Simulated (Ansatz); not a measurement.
MgSe:
```yaml
crystal:
  lattice:
    - [4.22189, 0.00000, 0.00000]
    - [-2.11095, 3.65627, 0.00000]
    - [0.00000, 0.00000, 6.81468]
  atoms:
    - { symbol: Mg, position: [0.66667, 0.33333, 0.49819] }
    - { symbol: Mg, position: [0.33333, 0.66667, 0.99819] }
    - { symbol: Se, position: [0.66667, 0.33333, 0.87681] }
    - { symbol: Se, position: [0.33333, 0.66667, 0.37681] }
```

Relaxed with r²SCAN.

Q: Map the electron localisation function on the plane through (0.667, 0.333, 0.498) spanned by u = [0, 0, 1] and v = [1, -1, 0] in lattice vectors, from the program Ansatz at the r²SCAN level (PAW).

A: x is the fraction of u, y of v (the angle between them is 90°; rows are the nearest grid lines); atoms in the plane: Mg at (0.00, 0.00), Mg at (0.50, 0.67), Se at (0.38, 0.00), Se at (0.88, 0.67).
```
y \ x   0.000  0.0882  0.176  0.265  0.353  0.441  0.559  0.647  0.735  0.824  0.912   1.00
------  -----  ------  -----  -----  -----  -----  -----  -----  -----  -----  -----  -----
1.00    0.168   0.335  0.736  0.822  0.123  0.438  0.708  0.148  0.021  0.024  0.388  0.168
0.919   0.354   0.051  0.703  0.810  0.706  0.796  0.704  0.083  0.065  0.236  0.053  0.354
0.838   0.585   0.147  0.220  0.696  0.830  0.849  0.385  0.087  0.538  0.790  0.847  0.585
0.757   0.814   0.505  0.038  0.180  0.225  0.097  0.115  0.291  0.810  0.780  0.786  0.814
0.703   0.781   0.588  0.041  0.038  0.019  0.436  0.434  0.198  0.849  0.500  0.317  0.781
0.622   0.781   0.578  0.039  0.034  0.019  0.431  0.432  0.211  0.845  0.559  0.399  0.781
0.541   0.771   0.406  0.025  0.039  0.073  0.025  0.017  0.310  0.741  0.760  0.788  0.771
0.459   0.474   0.106  0.015  0.027  0.051  0.066  0.040  0.058  0.302  0.503  0.582  0.474
0.378   0.033   0.014  0.008  0.013  0.021  0.027  0.017  0.009  0.015  0.029  0.039  0.033
0.297   0.021   0.011  0.008  0.015  0.024  0.029  0.016  0.007  0.010  0.017  0.023  0.021
0.243   0.042   0.023  0.034  0.129  0.238  0.261  0.079  0.013  0.016  0.031  0.044  0.042
0.162   0.035   0.041  0.355  0.655  0.727  0.758  0.472  0.036  0.025  0.059  0.075  0.035
0.0811  0.392   0.053  0.720  0.805  0.685  0.769  0.687  0.093  0.026  0.058  0.053  0.392
0.000   0.168   0.335  0.736  0.822  0.123  0.438  0.708  0.148  0.021  0.024  0.388  0.168
```

The density is the valence pseudo-density with augmentation charge, so density and ELF within about 1 Å of a nucleus are not all-electron values.

Space group P6_3mc (wurtzite). The first step of the workflow began from a Materials Project structure, measured or hypothetical; the Crystallography Open Database copy checked does not list it. COD files the formula under space group No. 225, so this cell is another polymorph or a model. Its standing as an ambient phase is unchecked. The r²SCAN relaxation kept the symmetry of its start; its stability against distortions is not shown here.

Potentials: the later of the program's two PAW sets.
